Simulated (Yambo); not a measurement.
Material: GaAs (zinc blende, space group F-43m, No. 216) under isotropic strain of -2 % on all lattice vectors; a = b = c = 3.922 Å, α = β = γ = 60.00° (2 atoms in the cell). The PBEsol cell relaxed from Materials Project entry mp-2534 was given an isotropic strain of -2 % on all lattice vectors, and the atoms were relaxed again.

With PBE (stringent potentials; pw.x of Quantum ESPRESSO, ONCV potentials, no spin-orbit coupling), the gap between the mesh's edge points (Γ → Γ) is 0.958 eV.

What does a G0W0 run in Yambo give for it (4×4×4 Γ-centred k mesh, bands 9 to 217 and a 15 Ry block in the screening, 217 bands in G with the Bruneval-Gonze terminator, plasmon pole fitted at 27.2 eV)?

The correction is 0.714 eV, giving 1.672 eV, 1.7 times the PBE value.  Convergence of the G0W0 settings was not tested. Spin-orbit splittings are left out.
